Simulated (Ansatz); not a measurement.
Eigenvalues along a path: Se (bcc type)

```xyz
1
Lattice="-1.4926 1.4926 1.4926 1.4926 -1.4926 1.4926 1.4926 1.4926 -1.4926" Properties=species:S:1:pos:R:3 pbc="T T T"
Se    0.0000    0.0000    0.0000
```

The cell comes from a relaxation on PAW files under the same functional, begun from a prototype that needn't be the stable phase.

All numbers are LDA results (scalar-relativistic) from Ansatz 0.2.0, with a Γ-centred 15×15×15 k mesh, Fermi–Dirac smearing of 0.08 eV, no spin polarisation. Methods: PAW: frozen-core files, cutoff 420 eV.

This run: volume at 0.7 of the series' base cell.

The PAW files were made under PBE. The structure type is held throughout; the real material can change phase at far lower pressure.

Path points, in fractions of the reciprocal vectors: Γ (0.000, 0.000, 0.000), H (0.500, -0.500, 0.500), N (0.000, 0.000, 0.500), P (0.250, 0.250, 0.250). The distance column jumps between branches of the path. Levels in eV from the Fermi level; bands 6 to 10, counted from the lowest band of the run. The gap is zero, the pressure 69.2 GPa.

```
# k(1/Å) point b6 b7 b8 b9 b10
0.000 Γ -21.08 5.70 5.70 5.70 13.76
0.263 - -20.83 4.67 4.87 4.87 13.58
0.526 - -20.07 2.49 2.92 2.92 10.72
0.789 - -18.81 0.19 0.71 0.71 7.97
1.052 - -17.08 -1.83 -1.33 -1.33 5.71
1.315 - -14.93 -3.44 -3.01 -3.01 3.96
1.579 - -12.48 -4.58 -4.25 -4.25 2.72
1.842 - -10.14 -5.17 -5.00 -5.00 1.97
2.105 H -9.03 -5.26 -5.26 -5.26 1.72
2.291 - -9.56 -5.72 -5.13 -4.71 2.06
2.477 - -10.61 -6.75 -4.75 -3.59 3.07
2.663 - -11.71 -7.88 -4.13 -2.38 4.70
2.849 - -12.67 -8.90 -3.29 -1.15 6.75
3.035 - -13.45 -9.74 -2.27 0.14 8.74
3.221 - -14.02 -10.36 -1.15 1.48 9.32
3.407 - -14.37 -10.73 -0.15 2.76 8.30
3.593 N -14.48 -10.85 0.29 3.41 7.60
3.779 - -15.28 -9.82 0.41 3.49 7.72
3.965 - -16.65 -7.75 0.79 3.72 8.09
4.151 - -17.96 -5.31 1.41 4.08 8.71
4.337 - -19.07 -2.66 2.25 4.51 9.59
4.523 - -19.94 0.08 3.25 4.96 10.72
4.709 - -20.57 2.71 4.34 5.35 11.91
4.895 - -20.95 4.82 5.29 5.61 13.12
5.081 Γ -21.08 5.70 5.70 5.70 13.76
5.309 - -20.89 4.36 5.36 5.36 13.00
5.537 - -20.32 1.72 4.19 4.19 12.06
5.765 - -19.38 -1.04 2.26 2.26 12.16
5.993 - -18.08 -3.57 0.07 0.07 13.11
6.221 - -16.47 -5.71 -2.03 -2.03 14.62
6.448 - -14.68 -7.28 -3.89 -3.89 16.54
6.676 - -13.14 -7.85 -5.45 -5.45 18.67
6.904 P -12.63 -6.66 -6.66 -6.66 20.57
7.132 - -12.82 -7.50 -7.50 -4.07 17.16
7.360 - -13.01 -7.99 -7.99 -0.90 13.46
7.588 - -12.96 -8.10 -8.10 2.09 10.51
7.816 - -12.59 -7.86 -7.86 2.72 10.26
8.043 - -11.90 -7.30 -7.30 0.58 7.11
8.271 - -10.91 -6.49 -6.49 -1.98 4.45
8.499 - -9.74 -5.66 -5.66 -4.19 2.50
8.727 H -9.03 -5.26 -5.26 -5.26 1.72
10.550 P -12.63 -6.66 -6.66 -6.66 20.57
10.681 - -12.74 -7.63 -6.43 -5.56 19.12
10.813 - -13.02 -8.47 -5.80 -4.36 17.53
10.944 - -13.38 -9.20 -4.87 -3.04 15.79
11.076 - -13.74 -9.79 -3.73 -1.63 13.61
11.208 - -14.05 -10.26 -2.48 -0.15 11.49
11.339 - -14.29 -10.59 -1.22 1.36 9.61
11.471 - -14.43 -10.79 -0.16 2.74 8.17
11.602 N -14.48 -10.85 0.29 3.41 7.60
```
